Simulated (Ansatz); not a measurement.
BeRh, in the lowest among the structures calculated here: Pm-3m (No. 221), cP2, CsCl type; a = b = c = 2.753 Å, α = β = γ = 90.00°; Be 1a (0.000, 0.000, 0.000); Rh 1b (0.500, 0.500, 0.500). Computed with PBEsol (plane waves to 420 eV, PAW, scalar-relativistic; Ansatz, an electronic-structure program). Element references, the lowest calculated here: Rh (Fm-3m), Be (P6₃/mmc).

Q: Predict the formation energy of this Pm-3m form of BeRh from the elements from PBEsol.

A: -0.61 eV/atom.

Static energies, no anion corrections, no zero-point energy. Values are rounded to 0.01 eV/atom. The compounds carry no spin polarisation.
